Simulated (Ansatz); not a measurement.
Mo3Ir:
```
CELL_PARAMETERS angstrom
      3.95364     0.00000     0.00000
      0.00000     3.95364     0.00000
      0.00000     0.00000     3.95364
ATOMIC_POSITIONS crystal
  Mo 0.00000 0.50000 0.50000
  Mo 0.50000 0.50000 0.00000
  Mo 0.50000 0.00000 0.50000
  Ir 0.00000 0.00000 0.00000
```

Relaxed with PBE. Special points in fractions of this cell's reciprocal vectors: Γ (0.000, 0.000, 0.000); X (0.000, 0.500, 0.000); M (0.500, 0.500, 0.000); R (0.500, 0.500, 0.500).

Task: List the band energies nearest the Fermi level at these points for plane-wave PAW PBE (Ansatz code).

Result: In eV from the Fermi level; about four levels below and three above (degenerate sets whole), none deeper than 8.9 eV; points with the same levels are listed once.

```
k                                below                above
-  -----------------------------------  -------------------
Γ  -5.08 -5.08 -5.08 -1.47 -1.47 -1.47  0.97 0.97 3.33 3.33
X              -2.19 -2.19 -1.83 -0.07       0.28 0.28 0.73
M              -1.98 -1.98 -1.93 -1.74       0.49 0.49 0.49
R  -1.68 -1.68 -1.68 -1.05 -1.05 -1.05       0.96 0.96 0.96
```

Space group Pm-3m (Cu3Au type). A made-up cell: these elements were put on the sites of a structure type; neither database checked (COD, Materials Project) lists it. Whether it is the stable phase at ambient conditions was not checked. The PBE relaxation kept the symmetry of its start; its stability against distortions is not shown here. The run is not spin-polarised. Scalar-relativistic: spin–orbit coupling is off unless named, which matters more the heavier the elements.

Potentials: the earlier of the program's two PAW sets.
